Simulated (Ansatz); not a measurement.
Consider the following.

La$_{5}$Ge$_{3}$:
```cif
data_Ge6La10
_chemical_formula_sum 'La10 Ge6'
_space_group_name_H-M_alt 'P63/mcm'
_space_group_IT_number 193
_space_group_name_Hall '-P 6c 2'
_cell_length_a 9.03625
_cell_length_b 9.03625
_cell_length_c 6.92634
_cell_angle_alpha 90.000
_cell_angle_beta 90.000
_cell_angle_gamma 120.000
loop_
_atom_site_label
_atom_site_type_symbol
_atom_site_symmetry_multiplicity
_atom_site_Wyckoff_symbol
_atom_site_fract_x
_atom_site_fract_y
_atom_site_fract_z
_atom_site_occupancy
La1 La 4 d 0.33333 0.66667 0.00000 1
La2 La 6 g 0.24818 0.24818 0.25000 1
Ge1 Ge 6 g 0.60820 0.60820 0.25000 1
```

This is the PBE-relaxed structure.

### Question
All from PBE in the plane-wave PAW code Ansatz, unless another level is named. Give the electronic character.

### Answer
metallic (no gap).

### Question
Predict the formation energy from the elements (no fitted shifts).

### Answer
-0.70 eV/atom.

### Question
Next, the density of states at the Fermi level?

### Answer
1.4 states/eV per atom (mean over ±0.08 eV).

Space group P6_3/mcm. The workflow started from a Materials Project entry (that database holds measured and hypothetical structures alike); the Crystallography Open Database copy checked does not list it. Whether it is the stable phase at ambient conditions was not checked. The cell was relaxed with PBE under the symmetry of its start; its stability against distortions is not shown here. The references are the lowest solids computed at this level, not always the standard phases. Spin–orbit coupling is left out wherever it is not named.

Potentials: the earlier of the program's two PAW sets.
